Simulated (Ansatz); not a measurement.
SrCd$_{2}$As$_{2}$:
```cif
data_As2Cd2Sr
_chemical_formula_sum 'Sr1 Cd2 As2'
_space_group_name_H-M_alt 'P-3m1'
_space_group_IT_number 164
_space_group_name_Hall '-P 3 2"'
_cell_length_a 4.43489
_cell_length_b 4.43489
_cell_length_c 7.33304
_cell_angle_alpha 90.000
_cell_angle_beta 90.000
_cell_angle_gamma 120.000
loop_
_atom_site_label
_atom_site_type_symbol
_atom_site_symmetry_multiplicity
_atom_site_Wyckoff_symbol
_atom_site_fract_x
_atom_site_fract_y
_atom_site_fract_z
_atom_site_occupancy
Sr1 Sr 1 a 0.00000 0.00000 0.00000 1
Cd1 Cd 2 d 0.66667 0.33333 0.36788 1
As1 As 2 d 0.33333 0.66667 0.24890 1
```

Relaxed with PBEsol.

Task: Which orbitals make up the states near the band edges in plane-wave PAW PBEsol (Ansatz code)?

Result: Top 1 eV of the valence band: As 4p 87 %, outside the projected shells 7 %. Bottom 1 eV of the conduction band: Cd 5s 44 %, As 4p 19 %, As 4s 11 %, Sr 5s 7 %, outside the projected shells 19 %. Projections are on Löwdin-orthogonalised atomic valence shells; empty p or d shells of many metals are not among them.

Task: Tabulate the density of states.

Result: States/eV per cell of 5 atoms, in 0.25 eV bins, energy from the valence-band maximum.

```tsv
E (eV)	total	As 4p	Cd 5s	Cd 4d
-7.85	2.74	0.02	0.02	2.08
-7.60	0.00	0.00	0.00	0.00
-7.35	0.00	0.00	0.00	0.00
-7.10	0.00	0.00	0.00	0.00
-6.85	0.00	0.00	0.00	0.00
-6.60	0.00	0.00	0.00	0.00
-6.35	0.00	0.00	0.00	0.00
-6.10	0.00	0.00	0.00	0.00
-5.85	0.00	0.00	0.00	0.00
-5.60	0.00	0.00	0.00	0.00
-5.35	0.00	0.00	0.00	0.00
-5.10	0.00	0.00	0.00	0.00
-4.85	1.40	0.79	0.46	0.02
-4.60	4.20	2.28	1.41	0.13
-4.35	5.33	2.83	1.59	0.19
-4.10	1.82	0.95	0.55	0.07
-3.85	0.69	0.38	0.22	0.03
-3.60	0.62	0.37	0.15	0.02
-3.35	0.81	0.55	0.13	0.02
-3.10	1.04	0.77	0.10	0.02
-2.85	2.14	1.65	0.11	0.05
-2.60	2.78	2.23	0.11	0.05
-2.35	4.54	3.73	0.11	0.10
-2.10	2.77	2.26	0.07	0.07
-1.85	3.86	3.20	0.06	0.11
-1.60	3.60	3.04	0.05	0.11
-1.35	4.60	3.95	0.04	0.15
-1.10	3.89	3.37	0.03	0.13
-0.85	2.08	1.81	0.01	0.08
-0.60	1.14	1.00	0.01	0.04
-0.35	0.56	0.49	0.00	0.02
-0.10	0.14	0.13	0.00	0.01
0.15	0.00	0.00	0.00	0.00
0.40	0.01	0.00	0.01	0.00
0.65	0.07	0.01	0.04	0.00
0.90	0.18	0.04	0.09	0.00
1.15	0.70	0.13	0.23	0.01
1.40	2.12	0.33	0.45	0.01
1.65	3.02	0.51	0.65	0.01
1.90	3.48	0.63	0.85	0.01
2.15	4.04	0.80	1.20	0.01
2.40	2.98	0.56	0.76	0.01
2.65	3.31	0.53	0.69	0.01
2.90	3.34	0.49	0.64	0.01
3.15	4.45	0.56	0.61	0.01
3.40	2.96	0.28	0.24	0.01
3.65	3.64	0.28	0.20	0.01
3.90	2.97	0.19	0.11	0.00
4.15	4.20	0.25	0.16	0.01
4.40	4.01	0.22	0.10	0.01
4.65	4.04	0.21	0.10	0.01
```

The first step of the workflow began from a Materials Project structure, measured or hypothetical; the Crystallography Open Database copy checked does not list it. Whether it is the stable phase at ambient conditions was not checked. The PBEsol relaxation kept the symmetry of its start; whether a distortion lowers the energy is not shown. Spin–orbit coupling is left out wherever it is not named.

Potentials: the later of the program's two PAW sets.
